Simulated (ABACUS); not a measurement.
Band structure of YSi2 (C2/c, 6 atoms in the cell; from Materials Project mp-12769, lattice scaled a little).

```
CELL_PARAMETERS angstrom
      2.76176    -2.76058     0.00000
      2.76176     2.76058     0.00000
     -2.65978     0.00000     7.19641
ATOMIC_POSITIONS crystal
  Y  0.62554 0.37446 0.75000
  Y  0.37446 0.62554 0.25000
  Si 0.04299 0.79141 0.58513
  Si 0.95701 0.20859 0.41487
  Si 0.20859 0.95701 0.91487
  Si 0.79141 0.04299 0.08513
```

Level of theory: PBEsol, numerical atomic orbitals TZP (confined pseudo-atomic orbitals; energy shift 0.003 Ry), PseudoDojo 0.4 standard norm-conserving PBEsol (tails mended) pseudopotentials run with ABACUS.

Settings: basis = TZP numerical atomic orbitals, energy shift 0.003 Ry; KPT = Gamma 6 6 3 0 0 0; basis_type = lcao; dft_functional = PBESOL; ecutwfc = 100 Ry; smearing_method = mp; smearing_sigma = 0.00999582 Ry; potentials = PseudoDojo 0.4 standard norm-conserving PBEsol (tails mended); symmetry = 1; nbands = 31; ks_solver = genelpa; scf_nmax = 100; scf_thr = 1.0e-06; mixing_type = pulay.

The atom-centred basis is finite, which shifts total energies, pressures and forces against plane waves. The structure comes from a collection of computed structures, made at another level of theory; the collection holds predicted forms beside known ones. Its lattice was then scaled. No clean gap shows at this smearing width and mesh (spacing up to 0.29 Å⁻¹); the mesh is coarse for partly filled bands, so the values carry mesh errors.

Points are given in units of this cell's reciprocal vectors. Levels in eV from the Fermi level, bands 15 to 20:
```json
[
 {"point": "Γ (0 0 0)", "15": "-2.28", "16": "-2.25", "17": "-2.24", "18": "-1.18", "19": "-0.69", "20": "-0.22"},
 {"point": "Y (-0.482 -0.482 0.098)", "15": "-3.62", "16": "-3.52", "17": "-2.94", "18": "-2.93", "19": "0.06", "20": "0.16"},
 {"point": "F (-0.501 -0.501 0.25)", "15": "-3.57", "16": "-3.57", "17": "-2.96", "18": "-2.92", "19": "0.01", "20": "0.12"},
 {"point": "L (-0.5 -0.5 0.5)", "15": "-3.56", "16": "-3.56", "17": "-2.96", "18": "-2.96", "19": "0.16", "20": "0.16"},
 {"point": "Z (0 0 0.5)", "15": "-2.27", "16": "-2.27", "17": "-2.06", "18": "-2.06", "19": "1.26", "20": "1.26"},
 {"point": "H (-0.463 -0.463 0.946)", "15": "-3.59", "16": "-3.57", "17": "-2.94", "18": "-2.87", "19": "0.06", "20": "0.22"},
 {"point": "Y1 (-0.518 0.482 -0.098)", "15": "-3.62", "16": "-3.52", "17": "-2.94", "18": "-2.93", "19": "0.06", "20": "0.16"},
 {"point": "X (-0.5 0.5 0)", "15": "-3.56", "16": "-3.56", "17": "-2.99", "18": "-2.93", "19": "0.09", "20": "0.24"}
]
```

2 bands cross the Fermi level along this path, so the cell has no gap at this level.

The Fermi level comes from the SCF mesh, which can miss band crossings, so its place against them is uncertain.

Higher empty bands are left out: an atom-centred basis made for the valence describes them poorly.

The atomic orbitals were generated for these runs; they are not ABACUS's published sets and were checked against plane waves on a few crystals only.

“Tails mended”: in these copies of the files the far tail of each local potential was reset to the Coulomb form.
